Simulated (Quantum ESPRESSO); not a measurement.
# ZnMg2CaO4: convergence and cost over cutoff and k mesh

A calculation, not a measurement. The program is pw.x of Quantum ESPRESSO 7.5 (plane-wave density functional theory). The cell is made up: 8 atoms on a rocksalt lattice, with randomly drawn elements, strain and displacements, not relaxed. PseudoDojo standard norm-conserving files (v0.5 for PBE, v0.4.1 for LDA and PBEsol) set the functional; there is no spin polarisation, spin-orbit coupling or dispersion term, and the masses in the input are unused placeholders.

Input of the run in row 2:

```
&control calculation='scf', pseudo_dir='./dojo.nc.sr.pbe.v0_5.standard.upf', outdir='./o', disk_io='low', tprnfor=.true., tstress=.true. /
&system ibrav=0, nat=8, ntyp=4, nbnd=43, ecutwfc=84.00895049, nosym=.true., tot_charge=0,
 occupations='smearing', smearing='fd', degauss=0.0018374661
/
&electrons conv_thr=7.350e-09, electron_maxstep=60, /
ATOMIC_SPECIES
Ca 1.0 Ca.upf
Mg 1.0 Mg.upf
O 1.0 O.upf
Zn 1.0 Zn.upf
CELL_PARAMETERS angstrom
4.4148 0.017 -0.031
0.017 4.357 0.0035
-0.031 0.0035 4.2821
ATOMIC_POSITIONS angstrom
Zn 0.0409 -0.1548 -0.0294
Mg 0.2182 2.0706 2.0399
Mg 2.2368 -0.188 2.1893
Ca 2.2465 2.1709 -0.016
O 2.217 0.1726 0.1408
O 2.166 2.1026 2.1347
O 4.3705 0.0429 2.1054
O 4.4532 2.2413 -0.025
K_POINTS automatic
4 4 4 1 1 1
```

The same cell was run at these settings. Meshes are shifted by half a step, and differences are from the last row, which is itself not exact.

```
cutoff (eV)     k mesh  k points solved  threshold (eV)  free energy less the last row's (eV)  pressure (GPa)  largest stress difference (GPa)  largest force difference (eV/Å)  iterations  wall time (s)  k-point pools              processor
        800  2 x 2 x 2                4           1e-04                                 3.184          -38.38                            53.95                            0.125           9              7              4  AMD EPYC, Zen 5 class
       1143  4 x 4 x 4               32           1e-07                                 0.001           14.89                             0.05                            0.003          12             25              4  AMD EPYC, Zen 5 class
       1437  6 x 6 x 6              108           1e-07                                 0.000           14.94                             0.00                            0.000          12             98              4  AMD EPYC, Zen 5 class
```

Each pool is one process. Wall times include start-up and a band step at six k points, which weighs most on the coarsest meshes. The runs were on shared virtual cores whose load varied, so times are rough.